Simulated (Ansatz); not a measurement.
As:
Space group R-3m, hexagonal axes (No. 166); a = 3.760 Å, b = 3.760 Å, c = 9.987 Å, α = 90.00°, β = 90.00°, γ = 120.00°

```
atom  site  symmetry       x       y       z
----  ----  --------  ------  ------  ------
As      6c        3m  0.0000  0.0000  0.2305
```
(The calculation used a cell of 2 atoms; values per cell refer to that cell.)

Relaxed with LDA.

Which orbitals make up the states near the Fermi level in DFT-LDA in the program Ansatz with PAW potentials?

Within 0.5 eV of the Fermi level: As 4p 79 %, As 4s 17 %. Projections are on Löwdin-orthogonalised atomic valence shells; empty p or d shells of many metals are not among them.

Tabulate the density of states.

States/eV per cell of 2 atoms, in 0.25 eV bins, energy from the Fermi level.

```
E (eV)  total  As 4p  As 4s
------  -----  -----  -----
-7.85    0.16   0.04   0.13
-7.60    0.14   0.03   0.11
-7.35    0.11   0.02   0.09
-7.10    0.09   0.02   0.07
-6.85    0.07   0.01   0.06
-6.60    0.29   0.23   0.06
-6.35    0.65   0.58   0.07
-6.10    0.76   0.70   0.05
-5.85    0.67   0.62   0.05
-5.60    0.69   0.65   0.04
-5.35    0.74   0.70   0.04
-5.10    0.81   0.77   0.04
-4.85    0.90   0.85   0.05
-4.60    1.02   0.96   0.05
-4.35    1.23   1.17   0.06
-4.10    1.25   1.17   0.06
-3.85    1.24   1.16   0.07
-3.60    1.24   1.15   0.08
-3.35    1.23   1.14   0.08
-3.10    1.25   1.15   0.09
-2.85    1.26   1.15   0.09
-2.60    1.26   1.15   0.10
-2.35    1.31   1.18   0.11
-2.10    1.23   1.11   0.11
-1.85    1.01   0.88   0.11
-1.60    0.90   0.77   0.12
-1.35    0.89   0.76   0.12
-1.10    0.74   0.62   0.11
-0.85    0.61   0.50   0.09
-0.60    0.50   0.41   0.08
-0.35    0.32   0.25   0.06
-0.10    0.14   0.11   0.03
0.15     0.14   0.10   0.03
0.40     0.46   0.37   0.07
0.65     1.06   0.87   0.15
0.90     1.30   1.08   0.16
1.15     1.31   1.10   0.15
1.40     1.13   0.96   0.12
1.65     1.13   0.93   0.10
1.90     1.26   1.00   0.10
2.15     1.52   1.15   0.10
2.40     1.54   1.17   0.10
2.65     1.35   1.07   0.08
2.90     0.89   0.75   0.05
3.15     0.96   0.83   0.04
3.40     1.00   0.85   0.04
3.65     1.15   0.92   0.04
3.90     1.27   0.95   0.04
4.15     1.14   0.85   0.03
4.40     0.91   0.70   0.03
4.65     0.78   0.61   0.02
```

Symmetry was held in the LDA relaxation. Spin–orbit coupling is left out wherever it is not named.

Potentials: the later of the program's two PAW sets.
